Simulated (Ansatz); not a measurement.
Given:

YPb$_{2}$:
```yaml
crystal:
  lattice:
    - [2.25228, -8.19692, 0.00000]
    - [2.25228, 8.19692, 0.00000]
    - [0.00000, 0.00000, 4.46624]
  atoms:
    - { symbol: Pb, position: [0.56815, 0.43185, 0.75000] }
    - { symbol: Pb, position: [0.43185, 0.56815, 0.25000] }
    - { symbol: Y, position: [0.90448, 0.09552, 0.75000] }
    - { symbol: Y, position: [0.09552, 0.90448, 0.25000] }
    - { symbol: Pb, position: [0.25054, 0.74946, 0.75000] }
    - { symbol: Pb, position: [0.74946, 0.25054, 0.25000] }
```

This is the PBEsol-relaxed structure.

All from plane-wave PAW PBEsol (Ansatz code), unless another level is named. Estimate the formation energy from the elements (no fitted shifts).

-0.45 eV/atom.

What about the density of states at the Fermi level?

0.55 states/eV per atom (mean over ±0.08 eV).

Predict the gap with spin–orbit coupling.

none (metallic).

Space group Cmcm. The workflow started from an entry of the Crystallography Open Database (COD). Its standing as an ambient phase is unchecked. Symmetry was held in the PBEsol relaxation; its stability against distortions is not shown here. The run is not spin-polarised. The references are the lowest solids computed at this level, not always the standard phases. Scalar-relativistic: spin–orbit coupling is off unless named, which matters more the heavier the elements.

Potentials: the later of the program's two PAW sets.
